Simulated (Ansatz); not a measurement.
## Ge2AsRh2: reading a single point

```
CELL_PARAMETERS angstrom
0.00000 3.99128 0.00000
3.99128 0.00000 0.00000
1.99564 1.99564 -4.96454
ATOMIC_POSITIONS crystal
As 0.00000 0.00000 0.00000
Ge 0.37800 0.37800 0.24400
Ge 0.62200 0.62200 0.75600
Rh 0.75000 0.25000 0.50000
Rh 0.25000 0.75000 0.50000
```

Single point in Ansatz 0.2.0 with r2SCAN, no spin polarisation. Cutoff 500 eV, PAW datasets, 9×9×9 Γ-centred k mesh, fermi-dirac filling (width 0.1 eV).

Question: Is it stable against the elements?

Answer: 0.02 eV an atom against the elements' usual phases (free molecules for gases, crystals otherwise, with no correction for O₂ or N₂), too near zero to call. Relaxing would lower it.

Question: Which atom feels the largest force, and which way?

Answer: The largest is on Ge2 (and as large on other atoms): 1.37 eV/Å, components (0.00, 0.00, 1.37). It makes 122° with the line to a nearest neighbour, Rh4 at 2.37 Å.

Question: Metal or insulator?

Answer: It is a metal, with about 2.7 states/eV a cell as the mean within 0.25 eV of the Fermi level, mostly Rh d (46 %) and As p (35 %).

Question: Which element gives electrons and which takes them?

Answer: Bader charges in e: Ge +0.41, As +0.04, Rh -0.43. In the mean Ge gives up most and Rh takes most.

Question: Is the cell too large or too small?

Answer: The pressure is 12.7 GPa (compression positive), so with the atoms held at these fractions the cell would first expand; the forces are large, so a full relaxation may end otherwise. The principal stresses 5.2, 16.5, 16.5 GPa differ, so its shape would change too.

Origin: a known structure type with other elements, at an estimated volume, so it need not be a known compound.
